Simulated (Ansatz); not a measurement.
# From the elastic tensor of TiOs at 25 GPa (stress–strain coefficients) to moduli and sound speeds

These are results of DFT LDA, scalar-relativistic, plane waves, PAW in Ansatz, not measurements. Settings: 420 eV plane-wave cutoff, Γ-centred 14×14×14 mesh, Fermi-Dirac smearing of 0.15 eV. No spin polarisation.

The structure is cubic, space group Pm-3m (No. 221). The conventional cell has a = 2.964 Å, b = 2.964 Å, c = 2.964 Å, α = 90.00°, β = 90.00°, γ = 90.00°. Ti (site symmetry m-3m) is surrounded by 8 Os at 2.57 Å. Around Os (site symmetry m-3m) lie 8 Ti at 2.57 Å.

In a metal, frequencies and elastic constants depend on the k mesh and the smearing, soft modes and shear constants most. Spin–orbit coupling is left out, which can shift energies with elements as heavy as these. Other phases may be more stable at this pressure.

Relaxed-ion constants (GPa, on the Cartesian axes of the calculation):
C11 = 653.9, C12 = 245.2, C13 = 245.2, C22 = 653.9, C23 = 245.2, C33 = 653.9, C44 = 161.2, C55 = 161.2, C66 = 161.2 GPa; the others vanish.

Density 15.187 g/cm³; 2 atoms in 26.03 Å³.

The values that follow are for a polycrystal of randomly turned grains, by Hill's mean where one number stands.

With S = C⁻¹: B_V = (C11+C22+C33+2(C12+C13+C23))/9, G_V = (C11+C22+C33−C12−C13−C23+3(C44+C55+C66))/15, 1/B_R = S11+S22+S33+2(S12+S13+S23), 15/G_R = 4(S11+S22+S33−S12−S13−S23)+3(S44+S55+S66); Hill is their mean. Then v_l = √((B+4G/3)/ρ), v_t = √(G/ρ), v_m = [(2/v_t³+1/v_l³)/3]^(−1/3) and Θ = (ħ/k_B)·v_m·(6π²n/V)^(1/3) for n atoms in the volume V; E = 9BG/(3B+G), ν = (3B−2G)/(2(3B+G)) and A^U = 5G_V/G_R + B_V/B_R − 6.

| Property | Result |
| --- | --- |
| Bulk modulus, Voigt / Reuss / Hill | 381.4 / 381.4 / 381.4 GPa |
| Shear modulus, Voigt / Reuss / Hill | 178.5 / 176.1 / 177.3 GPa |
| Young's modulus | 460 GPa |
| Poisson ratio | 0.299 |
| Pugh ratio B/G | 2.15 |
| Universal anisotropy index | 0.07 |
| Longitudinal and transverse sound speeds | 6378 and 3416 m/s |
| Debye temperature from the mean sound speed | 483 K |

Cost: 1 run of about 1.2 core-minutes, on Arm Neoverse V2 (shared hosts).